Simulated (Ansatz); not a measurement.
Question: TaAs in space group I4_1md (No. 109; Ta on 4a, As on 4a) is relaxed with DFT-PBE in the program Ansatz with PAW potentials. What lattice parameters of the conventional cell result?

Answer: a = 3.463 Å, c = 11.735 Å.

Question: Give the free coordinates with the occupied sites.

Answer: In one choice of origin and axes:

```
atom  site  symmetry       x       y       z
----  ----  --------  ------  ------  ------
Ta      4a      2mm.  0.0000  0.0000  0.7491
As      4a      2mm.  0.0000  0.0000  0.1669
```

Question: Is it a metal or does it have a gap at this level?

Answer: No gap at this level.

Symmetry was held in the PBE relaxation. No spin polarisation was allowed. A small band overlap can be real or an error of a semilocal functional. Scalar-relativistic: spin–orbit coupling is off unless named, which matters more the heavier the elements.

Potentials: the later of the program's two PAW sets.
